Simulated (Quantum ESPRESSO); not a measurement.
# Ti3GaO7F: input and log of a self-consistent run

Simulated, not a measurement. The program is pw.x of Quantum ESPRESSO 7.5 (plane-wave density functional theory). The cell is made up: 12 atoms on a fluorite lattice, with randomly drawn elements, strain and displacements, not relaxed. PseudoDojo standard norm-conserving files (v0.5 for PBE, v0.4.1 for LDA and PBEsol) set the functional; there is no spin polarisation, spin-orbit coupling or dispersion term, and the masses in the input are unused placeholders.

Input:

```
&control calculation='scf', pseudo_dir='./dojo.nc.sr.pbe.v0_5.standard.upf', outdir='./o', disk_io='low', tprnfor=.true., tstress=.true. /
&system ibrav=0, nat=12, ntyp=4, nbnd=55, ecutwfc=84.00895049, nosym=.true., tot_charge=0,
 occupations='smearing', smearing='fd', degauss=0.0018374661
/
&electrons conv_thr=7.350e-09, electron_maxstep=60, /
ATOMIC_SPECIES
F 1.0 F.upf
Ga 1.0 Ga.upf
O 1.0 O.upf
Ti 1.0 Ti.upf
CELL_PARAMETERS angstrom
4.7652 -0.033 0.0068
-0.033 4.7052 -0.0382
0.0068 -0.0382 4.8241
ATOMIC_POSITIONS angstrom
Ti -0.0613 0.0309 -0.0385
Ti -0.0514 2.3819 2.3447
Ti 2.3919 -0.0437 2.377
Ga 2.3657 2.3347 0.0042
O 1.2112 1.1715 1.1996
F 1.1659 1.1477 3.6234
O 1.1766 3.4963 1.1568
O 1.1728 3.4735 3.6263
O 3.5391 1.1205 1.1528
O 3.5842 1.0593 3.6043
O 3.5706 3.5074 1.2476
O 3.5446 3.4565 3.5542
K_POINTS automatic
5 5 5 1 1 1
```

The log is shortened where brackets say so; the opening notice, blank lines, dates and the lines on written files are dropped, and the path of the files is cut. It prints rydbergs, bohrs and kilobars, and counts compression as positive stress. With no partly filled state, the Fermi energy that it prints is only some level between the filled and the empty states on the mesh, and need not lie in the true gap.

```
     Program PWSCF v.7.5
     Parallel version (MPI & OpenMP), running on       4 processor cores
     Number of MPI processes:                 4
     Threads/MPI process:                     1
     [start-up lines left out]
     bravais-lattice index     =            0
     lattice parameter (alat)  =       9.0051  a.u.
     unit-cell volume          =     729.8310 (a.u.)^3
     number of atoms/cell      =           12
     number of atomic types    =            4
     number of electrons       =        98.00
     number of Kohn-Sham states=           55
     kinetic-energy cutoff     =      84.0090  Ry
     charge density cutoff     =     336.0358  Ry
     scf convergence threshold =      7.3E-09
     mixing beta               =       0.7000
     number of iterations used =            8  plain     mixing
     Exchange-correlation= PBE
                           (   1   4   3   4   0   0   0)
     [axes and pseudopotential details left out]
   Cartesian axes
     site n.     atom                  positions (alat units)
         1        Ti     tau(   1) = (  -0.0128638   0.0064844  -0.0080792  )
         2        Ti     tau(   2) = (  -0.0107863   0.4998406   0.4920342  )
         3        Ti     tau(   3) = (   0.5019391  -0.0091704   0.4988123  )
         4        Ga     tau(   4) = (   0.4964410   0.4899357   0.0008814  )
         5        O      tau(   5) = (   0.2541698   0.2458387   0.2517355  )
         6        F      tau(   6) = (   0.2446636   0.2408443   0.7603688  )
         7        O      tau(   7) = (   0.2469090   0.7336969   0.2427539  )
         8        O      tau(   8) = (   0.2461115   0.7289124   0.7609774  )
         9        O      tau(   9) = (   0.7426785   0.2351364   0.2419145  )
        10        O      tau(  10) = (   0.7521427   0.2222936   0.7563607  )
        11        O      tau(  11) = (   0.7492887   0.7360263   0.2618083  )
        12        O      tau(  12) = (   0.7438327   0.7253449   0.7458472  )
     number of k points=    63  Fermi-Dirac smearing, width (Ry)=  0.0018
                       cart. coord. in units 2pi/alat
        k(    1) = (   0.1005724   0.1027905   0.0994537), wk =   0.0320000
        k(    2) = (   0.1003016   0.1043927   0.2970298), wk =   0.0320000
     [further k points left out]
     Dense  grid:    75933 G-vectors     FFT dimensions: (  54,  54,  54)
     Estimated max dynamical RAM per process >     248.66 MB
     Estimated total dynamical RAM >     939.03 MB
     Initial potential from superposition of free atoms
     starting charge      97.9925, renormalised to      98.0000
     Starting wfcs are   71 randomized atomic wfcs
     total cpu time spent up to now is        5.8 secs
     per-process dynamical memory:   199.7 Mb
     Self-consistent Calculation
     iteration #  1     ecut=    84.01 Ry     beta= 0.70
     Davidson diagonalization with overlap
     ethr =  1.00E-02,  avg # of iterations =  2.0
     total cpu time spent up to now is       15.7 secs
     total energy              =    -787.98097689 Ry
     estimated scf accuracy    <       5.19536031 Ry
     iteration #  2     ecut=    84.01 Ry     beta= 0.70
     Davidson diagonalization with overlap
     ethr =  5.30E-03,  avg # of iterations =  8.0
     total cpu time spent up to now is       35.0 secs
     total energy              =    -780.26940672 Ry
     estimated scf accuracy    <      79.12723292 Ry
     iteration #  3     ecut=    84.01 Ry     beta= 0.70
     Davidson diagonalization with overlap
     ethr =  5.30E-03,  avg # of iterations =  6.3
     total cpu time spent up to now is       51.5 secs
     total energy              =    -790.87733214 Ry
     estimated scf accuracy    <       1.74154554 Ry
     iteration #  4     ecut=    84.01 Ry     beta= 0.70
     Davidson diagonalization with overlap
     ethr =  1.78E-03,  avg # of iterations =  2.0
     total cpu time spent up to now is       60.6 secs
     total energy              =    -790.81213729 Ry
     estimated scf accuracy    <       0.95742162 Ry
     iteration #  5     ecut=    84.01 Ry     beta= 0.70
     Davidson diagonalization with overlap
     ethr =  9.77E-04,  avg # of iterations =  1.3
     total cpu time spent up to now is       69.3 secs
     total energy              =    -790.65472353 Ry
     estimated scf accuracy    <       0.58223960 Ry
     [iterations 6 to 15 left out]
     iteration # 16     ecut=    84.01 Ry     beta= 0.70
     Davidson diagonalization with overlap
     ethr =  9.77E-09,  avg # of iterations =  4.9
     total cpu time spent up to now is      188.3 secs
     total energy              =    -790.76518432 Ry
     estimated scf accuracy    <       0.00000021 Ry
     iteration # 17     ecut=    84.01 Ry     beta= 0.70
     Davidson diagonalization with overlap
     ethr =  2.12E-10,  avg # of iterations =  6.7
     total cpu time spent up to now is      204.9 secs
     total energy              =    -790.76518453 Ry
     estimated scf accuracy    <       0.00000030 Ry
     iteration # 18     ecut=    84.01 Ry     beta= 0.70
     Davidson diagonalization with overlap
     ethr =  2.12E-10,  avg # of iterations =  5.4
     total cpu time spent up to now is      218.0 secs
     total energy              =    -790.76518459 Ry
     estimated scf accuracy    <       0.00000009 Ry
     iteration # 19     ecut=    84.01 Ry     beta= 0.70
     Davidson diagonalization with overlap
     ethr =  9.09E-11,  avg # of iterations =  2.2
     total cpu time spent up to now is      226.9 secs
     total energy              =    -790.76518460 Ry
     estimated scf accuracy    <       0.00000002 Ry
     iteration # 20     ecut=    84.01 Ry     beta= 0.70
     Davidson diagonalization with overlap
     ethr =  2.15E-11,  avg # of iterations =  5.1
     total cpu time spent up to now is      239.7 secs
     End of self-consistent calculation
          k = 0.1006 0.1028 0.0995 (  9503 PWs)   bands (ev):
   -45.4305 -45.3697 -45.3232 -21.8845 -21.6975 -21.6948 -21.6897 -21.6281
   -21.5607 -21.5257 -21.4936 -21.4851 -12.6849  -7.1586  -5.5976  -5.4811
    -5.4596  -5.0860  -4.9830  -3.7634  -1.7122  -1.7089  -1.6247  -1.4798
    -1.4664   3.4280   4.5819   4.6123   5.5946   6.1993   6.2432   6.8096
     6.9450   7.0193   7.3204   7.3813   7.7862   9.4064   9.5655   9.8758
    10.2607  10.6034  10.7036  11.0779  11.1970  11.3146  11.9297  12.0696
    12.2540  13.1030  13.8244  13.8791  14.1102  14.2604  14.3321
     [levels at the other k points left out]
     the Fermi energy is    12.6981 ev
!    total energy              =    -790.76518460 Ry
     estimated scf accuracy    <          3.8E-09 Ry
     smearing contrib. (-TS)   =      -0.00000000 Ry
     internal energy E=F+TS    =    -790.76518460 Ry
     The total energy is F=E-TS. E is the sum of the following terms:
     one-electron contribution =    -185.26458483 Ry
     hartree contribution      =     160.89134663 Ry
     xc contribution           =    -164.46734197 Ry
     ewald contribution        =    -601.92460443 Ry
     convergence has been achieved in  20 iterations
     Forces acting on atoms (cartesian axes, Ry/au):
     atom    1 type  4   force =    -0.02984810   -0.06212822    0.05544802
     atom    2 type  4   force =    -0.01565002    0.05748716   -0.03853219
     atom    3 type  4   force =     0.03012303   -0.05907963   -0.04471050
     atom    4 type  2   force =     0.02185612    0.03663156    0.02088109
     atom    5 type  3   force =    -0.03015301   -0.02370767    0.01607412
     atom    6 type  1   force =     0.00313339   -0.01063982   -0.01529776
     atom    7 type  3   force =    -0.01166619    0.01359927    0.02782520
     atom    8 type  3   force =    -0.01049748    0.01815976   -0.03072670
     atom    9 type  3   force =     0.02023043    0.01298419    0.01414907
     atom   10 type  3   force =    -0.00032811    0.01723017   -0.02026173
     atom   11 type  3   force =     0.01905254    0.01432682   -0.01605655
     atom   12 type  3   force =     0.00374740   -0.01486359    0.03120795
     Total force =     0.172043     Total SCF correction =     0.000205
     Computing stress (Cartesian axis) and pressure
          total   stress  (Ry/bohr**3)                   (kbar)     P=      147.39
   0.00098881  -0.00005877  -0.00001764          145.46       -8.65       -2.60
  -0.00005877   0.00143168   0.00001897           -8.65      210.61        2.79
  -0.00001764   0.00001897   0.00058532           -2.60        2.79       86.10
     init_run     :      5.33s CPU      5.58s WALL (       1 calls)
     electrons    :    233.03s CPU    233.92s WALL (       1 calls)
     forces       :      1.99s CPU      2.00s WALL (       1 calls)
     stress       :      6.94s CPU      6.95s WALL (       1 calls)
     [timing details left out]
     PWSCF        :   4m 7.58s CPU   4m 8.81s WALL
     JOB DONE.
```

In other units: free energy -10758.908 eV for the cell, pressure 14.74 GPa, largest force component 1.597 eV/Å. A rerun of this cell at a cutoff of 1437 eV and k mesh 7 x 7 x 7 moved values by no more than 0.002 eV in energy, 0.06 GPa in stress and 0.004 eV/Å in force.